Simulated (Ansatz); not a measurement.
Given:

NbRu (CsCl type, Pm-3m), a = 3.139 Å, b = 3.139 Å, c = 3.139 Å, α = 90.00°, β = 90.00°, γ = 90.00°.

This is the PBEsol-relaxed structure.

Task: All from PBEsol (plane waves, PAW; program Ansatz), unless another level is named. Predict the bulk modulus (Birch–Murnaghan fit).

Result: 254 GPa.

Task: Predict the highest zone-centre frequency.

Result: 135 cm⁻¹.

Task: Predict the elastic constants (relaxed ions, GPa).

Result: C11 = 175, C12 = 293, C44 = 74.0.

The first step of the workflow began from a Materials Project structure, measured or hypothetical; the Crystallography Open Database files this formula in space group No. 221, but the cells were not matched. Whether it is the stable phase at ambient conditions was not checked. The cell was relaxed with PBEsol under the symmetry of its start. At this level the phase is mechanically unstable. No spin polarisation was allowed. As this level gives no gap, shear constants depend on the k-mesh and smearing (Fermi–Dirac, 0.1 eV here). As this level gives no gap, phonon frequencies hold no LO–TO term and depend on the k-mesh and smearing (Fermi–Dirac, 0.1 eV here). On the denser mesh and wider smearing of the elastic run this cell carries a stress of 0.3 GPa.

Potentials: the later of the program's two PAW sets.
